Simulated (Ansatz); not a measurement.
**Surface calculation: rocksalt TaN (100), 3 layers**

The slab is cut from the rocksalt crystal, which needn't be the stable phase, as relaxed on PAW files (10.77 Å³/atom), with 16 Å of vacuum and a dipole correction:

```yaml
crystal:
  lattice:
    - [3.12339, 0.00000, 0.00000]
    - [0.00000, 3.12339, 0.00000]
    - [0.00000, 0.00000, 20.41710]
  atoms:
    - { symbol: Ta, position: [0.25000, 0.25000, 0.39183] }
    - { symbol: N, position: [0.75000, 0.75000, 0.39183] }
    - { symbol: Ta, position: [0.75000, 0.75000, 0.50000] }
    - { symbol: N, position: [0.25000, 0.25000, 0.50000] }
    - { symbol: Ta, position: [0.25000, 0.25000, 0.60817] }
    - { symbol: N, position: [0.75000, 0.75000, 0.60817] }
```

All numbers are PBE results (scalar-relativistic) from Ansatz 0.2.0, with a Γ-centred 13×13×1 k mesh, Fermi–Dirac smearing of 0.08 eV, no spin polarisation. Methods: LAPW: all electrons, basis error target 1 meV/atom; PAW: frozen-core files, cutoff 420 eV.

The bulk energy comes from a cell in the slab's orientation on a 13×13×9 mesh. The surface energy is (E(slab) − N·E(bulk))/2A at zero smearing, the mean of both faces; thin slabs carry quantum-size effects.

Spin–orbit coupling is left out, which matters for the heavy atoms.

As cut, the LAPW slab lies 1.991 eV above 6 atoms of bulk. What surface energy is that?

Over two faces of 9.76 Å² it is 102.1 meV/Å², and times 16.02 J/m² per eV/Å² that gives γ = 1.635 J/m².

```csv
method,γ as cut (J/m²),γ relaxed (J/m²),Φ as cut (eV),Φ relaxed (eV)
LAPW,1.635,1.321,3.69,3.43
PAW,1.643,1.328,3.69,3.44
```

How do the spacings between the planes relax?

From the bottom face up: d12 +0.9 % of 2.209 Å, d23 +0.9 % of 2.209 Å. The outer plane rumples by 0.262 Å.

A core hole in the 4f shell of Ta is made on one Ta atom of each kind in every 1×1 cell (PAW hole dataset, neutral cell, valence without spin). What does it cost by layer?

layer 1 24.95 eV, layer 2 24.59 eV. Shifts between layers mean more than the absolute values, and a whole layer of holes screens otherwise than one hole.
